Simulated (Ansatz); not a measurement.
Relaxed candidate structures of AlN:

A. R3m, hexagonal axes (No. 160), hR6, AFLOW prototype AB_hR6_160_b_b (B13, as in NiS); a = b = 8.489 Å, c = 2.711 Å, α = β = 90.00°, γ = 120.00°; Al 9b (0.461, 0.230, 0.242); N 9b (0.210, 0.105, 0.387)

B. P4₂/mmc (No. 131), tP4; a = b = 2.9194 Å, c = 5.1422 Å, α = β = γ = 90.00°; Al 2c (0.000, 0.500, 0.000); N 2e (0.000, 0.000, 0.250)

C. P6₃/mmc (No. 194), hP4; a = 3.3015 Å, b = 3.3015 Å, c = 4.1409 Å, α = 90.00°, β = 90.00°, γ = 120.00°; Al 2c (0.333, 0.667, 0.250); N 2d (0.667, 0.333, 0.250)

D. F-43m (No. 216), cF8, zinc blende type; a = b = c = 4.378 Å, α = β = γ = 90.00°; N 4a (0.000, 0.000, 0.000); Al 4d (0.750, 0.750, 0.750)

**Question.** Put the candidates in order of energy per atom, lowest first, for PBEsol (plane waves to 420 eV, PAW, scalar-relativistic; Ansatz, an electronic-structure program).

**Answer.** D (reference), C (+69 meV/atom), A (+475 meV/atom), B (+0.91 eV/atom)

**Question.** Give each candidate's band gap.

**Answer.** No gap: B. A: 1.73 eV (no spin-orbit coupling); C: 3.32 eV (no spin-orbit coupling); D: 3.19 eV (no spin-orbit coupling).

The lowest structure calculated, P6₃mc, hP4, wurtzite type, is not among these; it lies 0.02 eV/atom below the lowest of them. Probably no minimum, since a slightly shaken restart fell lower: P4₂/mmc, tP4 (by 0.83 eV/atom, to Fm-3m).  3 generated cells of layers, chains or molecules, poorly bound without dispersion, are left out. Each run could gain symmetry but not lose that of its start, so entries can be saddle points. From databases, or of a type measured for this composition: P6₃/mmc, hP4; F-43m, cF8, zinc blende type; the others are generated cells (placed on structure types, drawn at random, substituted or restacked) that were not matched to a known phase here. Static energies at zero pressure. The runs use different k-meshes, so differences are rounded accordingly. No spin polarisation in the result.
